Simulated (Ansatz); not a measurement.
Elements on the sites of an ideal bcc lattice, at a guessed lattice constant:

```xyz
20
Lattice="-4.3725 4.3725 -1.4575 -4.3725 -1.4575 4.3725 1.4575 4.3725 4.3725" Properties=species:S:1:pos:R:3 pbc="T T T"
Ni   -4.3725    1.4575    1.4575
Ni   -2.9150    2.9150    0.0000
Cu    0.0000    0.0000    0.0000
Cu   -2.9150    0.0000    2.9150
Cu   -1.4575    1.4575    1.4575
Cu   -5.8300    2.9150    2.9150
Cu   -4.3725    4.3725    1.4575
Cu   -4.3725    1.4575    4.3725
Cu   -2.9150    2.9150    2.9150
Cu   -1.4575    1.4575    4.3725
Cu    0.0000    2.9150    2.9150
Cu   -7.2876    4.3725    4.3725
Cu   -4.3725    4.3725    4.3725
Cu   -2.9150    2.9150    5.8300
Cu   -1.4575    4.3725    4.3725
Cu   -4.3725    7.2876    4.3725
Cu   -4.3725    4.3725    7.2876
Pd   -1.4575    4.3725    1.4575
Pd   -2.9150    5.8300    2.9150
Pd   -5.8300    5.8300    5.8300
```

Cell and atoms were relaxed without symmetry on coarser meshes and computed once more. The calculation used Ansatz 0.2.0, DFT PBEsol, scalar-relativistic, plane waves, PAW.

Cutoff 420 eV; k points 4×4×5 on the computed 20-atom cell (Γ-centred); Gaussian smearing, width 0.10 eV; no spin polarisation.

The relaxation ran on 2×2×2 (shifted) k points with a smearing of 0.1 eV, from sites shaken by 0.02 Å.

Q: What does the relaxation give?

A: A volume of 11.79 Å³/atom and no gap on the mesh. The atoms leave their sites by 0.05 Å (root mean square) and 0.10 Å at most, and the cell stretches by up to 0.8 % at fixed volume.

```yaml
crystal:
  lattice:
    - [-4.30897, 4.30107, -1.44290]
    - [-4.31913, -1.46356, 4.26957]
    - [1.46088, 4.30326, 4.26161]
  atoms:
    - { symbol: Ni, position: [0.50412, 0.49817, 0.99686] }
    - { symbol: Ni, position: [0.60097, 0.10195, 0.09729] }
    - { symbol: Cu, position: [0.00196, 0.00313, 0.00362] }
    - { symbol: Cu, position: [0.10223, 0.59958, 0.09938] }
    - { symbol: Cu, position: [0.20426, 0.20019, 0.20191] }
    - { symbol: Cu, position: [0.69534, 0.69911, 0.20770] }
    - { symbol: Cu, position: [0.79897, 0.30097, 0.29249] }
    - { symbol: Cu, position: [0.29518, 0.79528, 0.29459] }
    - { symbol: Cu, position: [0.39833, 0.40730, 0.39366] }
    - { symbol: Cu, position: [0.99763, 0.50040, 0.50285] }
    - { symbol: Cu, position: [0.09787, 0.09851, 0.60208] }
    - { symbol: Cu, position: [0.90568, 0.90246, 0.39246] }
    - { symbol: Cu, position: [0.59423, 0.60177, 0.59437] }
    - { symbol: Cu, position: [0.21007, 0.69753, 0.69866] }
    - { symbol: Cu, position: [0.29654, 0.30063, 0.80322] }
    - { symbol: Cu, position: [0.91001, 0.39384, 0.91146] }
    - { symbol: Cu, position: [0.39416, 0.90019, 0.90990] }
    - { symbol: Pd, position: [0.49517, 0.99966, 0.49572] }
    - { symbol: Pd, position: [0.70226, 0.21612, 0.70193] }
    - { symbol: Pd, position: [0.80237, 0.79038, 0.80418] }
```

The final mesh leaves forces up to 0.09 eV/Å and stresses up to 0.7 GPa: the relaxation ran on a coarser mesh, so the cell's shape, its bonds and its energy belong partly to that mesh.

The k mesh is coarse. Spin polarisation was left out, and a magnetic state may lie lower.

Cost: 2 runs of about 25 core-minutes in all (earlier runs that led there not counted), on Arm Neoverse V2 (shared hosts).